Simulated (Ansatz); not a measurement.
Method: PBEsol, no spin polarisation; PAW, plane waves to 420 eV, 7×7×5 Γ-centred mesh, fermi-dirac occupations (width 0.1 eV) (Ansatz 0.2.0), atoms fixed.

Computed maps in the lattice plane spanned by a (left to right, 3.67 Å, 11 points from zero) and c (bottom to top, 5.11 Å, 15 points from zero), 90° apart, at height 0.826 along b. The fields are smooth PAW ones with compensation charges, not the true ones near nuclei.

Valence density. Digits on a logarithmic scale: 0 up to 0.03 e/Å³, each further digit a factor of 1.6, 9 from 1.3 e/Å³ up:
```
56542222224
34322333322
22212455421
23223455432
56544677644
99966999967
99987999979
99998999979
99976999967
67655688655
44334576543
44334677643
56544677644
67654455445
67653333335
```

Question: The cell is CoNF4. Which atoms lie within 0.2 Å of this plane, and where (fractions of a and c)?

Answer: Co at (0.59, 0.50), F at (0.08, 0.49). The whole cell:
```yaml
crystal:
  lattice:
    - [3.67083, 0.00000, 0.00000]
    - [1.83541, -6.37901, 0.00000]
    - [0.00000, 0.00000, -5.10554]
  atoms:
    - { symbol: N, position: [0.14761, 0.70478, 0.03588] }
    - { symbol: N, position: [0.85239, 0.29522, 0.53588] }
    - { symbol: Co, position: [0.58712, 0.82576, 0.49636] }
    - { symbol: Co, position: [0.41288, 0.17424, 0.99636] }
    - { symbol: F, position: [0.30040, 0.39920, 0.79670] }
    - { symbol: F, position: [0.69960, 0.60080, 0.29670] }
    - { symbol: F, position: [0.33320, 0.33360, 0.27170] }
    - { symbol: F, position: [0.66680, 0.66640, 0.77170] }
    - { symbol: F, position: [0.52840, 0.94320, 0.17550] }
    - { symbol: F, position: [0.47160, 0.05680, 0.67550] }
    - { symbol: F, position: [0.92040, 0.15920, 0.98980] }
    - { symbol: F, position: [0.07960, 0.84080, 0.48980] }
```

Origin: a known structure type with other elements, at an estimated volume, so it need not be a known compound. Caveats: no spin polarisation, so a magnetic state may lie lower; atoms or cell far from equilibrium.
